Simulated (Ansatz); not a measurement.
**Is this ScHBr₂ structure stable?**

It was reached by relaxing an invented guess, and it needn't be the stable form of this composition.

Theory: Ansatz 0.2.0, DFT PBE, scalar-relativistic, plane waves, PAW. Plane waves to 420 eV, a 6×6×8 mesh through Γ for the 4-atom cell and 0.02 eV Gaussian smearing; no spin polarisation.

```cif
data_structure
_symmetry_space_group_name_H-M 'P4/mmm'
_symmetry_Int_Tables_number 123
_cell_length_a 5.2722
_cell_length_b 5.2722
_cell_length_c 3.9291
_cell_angle_alpha 90.000
_cell_angle_beta 90.000
_cell_angle_gamma 90.000
_cell_volume 109.21
loop_
_atom_site_label
_atom_site_type_symbol
_atom_site_symmetry_multiplicity
_atom_site_Wyckoff_symbol
_atom_site_fract_x
_atom_site_fract_y
_atom_site_fract_z
_atom_site_occupancy
Sc1 Sc 1 a 0.00000 0.00000 0.00000 1
H1 H 1 b 0.00000 0.00000 0.50000 1
Br1 Br 2 f 0.50000 0.00000 0.00000 1
```

Energies over the elements count from the elements' standard structures at the same level (H₂ as a molecule), with no fitted energy shifts. The references include crystalline Br.

**Question.** These tests were run: energy against the elements; phonons on a 1×1×2 q mesh. What do they show?

**Answer.**

| test | result |
| --- | --- |
| energy against the elements | −1.134 eV/atom |
| phonons on a 1×1×2 q mesh | imaginary modes down to 36i cm⁻¹ |

It fails one test: phonons on a 1×1×2 q mesh. So it isn't even a local minimum.

The reference form of Br is held partly by dispersion forces, which this level lacks. With hydrogen, zero-point motion can shift formation energies by some tens of meV/atom. The run for the phonons used a 6×6×8 k mesh.
